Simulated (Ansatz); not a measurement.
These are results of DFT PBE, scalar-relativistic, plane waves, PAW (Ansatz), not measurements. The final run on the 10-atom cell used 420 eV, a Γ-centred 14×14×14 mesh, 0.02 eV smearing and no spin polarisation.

Energies over the elements count from the elements' standard structures at the same level (N₂ as a molecule), with no fitted energy shifts.

Question: Give a relaxed trial structure of a tetragonal narrow-gap semiconductor with formula Y3Al2N5, with a gap near 0.5 eV, a formation energy near −1.14 eV/atom and about 13 Å³ per atom, in a cell of 10 atoms. Its symmetry should be I4/mmm (No. 139).

Answer: Y3Al2N5, space group I4/mmm (No. 139). Y on a site of symmetry 4mm is surrounded by 1 N at 2.20 Å, 4 N at 2.37 Å, 1 N at 2.66 Å and 4 Al at 3.23 Å; around Y on a site of symmetry 4/mmm lie 6 N at 2.26–2.36 Å and 8 Al at 3.27 Å; around Al lie 1 N at 2.10 Å, 5 N at 2.26–2.36 Å and 8 Y at 3.23–3.27 Å; N on a site of symmetry 4mm has 1 Al at 2.10 Å, 4 Y at 2.37 Å and 1 Y at 2.66 Å; 2 more sites not described.

```cif
data_structure
_symmetry_space_group_name_H-M 'I4/mmm'
_symmetry_Int_Tables_number 139
_cell_length_a 3.3420
_cell_length_b 3.3420
_cell_length_c 22.9661
_cell_angle_alpha 90.000
_cell_angle_beta 90.000
_cell_angle_gamma 90.000
_cell_volume 256.51
loop_
_atom_site_label
_atom_site_type_symbol
_atom_site_symmetry_multiplicity
_atom_site_Wyckoff_symbol
_atom_site_fract_x
_atom_site_fract_y
_atom_site_fract_z
_atom_site_occupancy
Y1 Y 4 e 0.50000 0.50000 0.19408 1
Y2 Y 2 b 0.50000 0.50000 0.00000 1
Al1 Al 4 e 0.50000 0.50000 0.40158 1
N1 N 4 e 0.50000 0.50000 0.31008 1
N2 N 4 e 0.00000 0.00000 0.40171 1
N3 N 2 a 0.00000 0.00000 0.00000 1
```

| Quantity | Value |
| --- | --- |
| Volume per atom | 12.83 Å³ |
| Density | 5.06 g/cm³ |
| Formation energy | −1.137 eV/atom |
| Gap on the 14×14×14 mesh of the 10-atom cell | 0.47 eV |

The structure comes from a generated guess, relaxed at this level; another structure or a mixture of phases may lie lower. The answer needn't be unique; the calculation gave this one.

Kohn–Sham gaps at this level usually fall short of measured ones. Symmetry constrained the relaxation, so the result can be a saddle point.
